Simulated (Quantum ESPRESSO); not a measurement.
MgTe (zinc blende, space group F-43m, No. 216) has a direct gap of 2.34 eV with norm-conserving PBEsol (Quantum ESPRESSO, 84 Ry, scalar-relativistic). After an isotropic strain (on all lattice vectors, atoms relaxed) the gap is direct, 2.21 eV.

Task: Which strain was applied?
(A) +1 %
(B) -0.7 %
(C) -3 %
(D) +2 %
(E) -1.5 %

Result: A, +1 %. Gaps found: -3 %: 2.57 eV (indirect); -1.5 %: 2.54 eV (direct); -0.7 %: 2.43 eV (direct); 0 %: 2.34 eV (direct); 1 %: 2.21 eV (direct); 2 %: 2.09 eV (direct).

Spin-orbit coupling is not included.

This is not the ordinary phase of the substance; no match was found in the copy of COD used, and its stability was not checked.
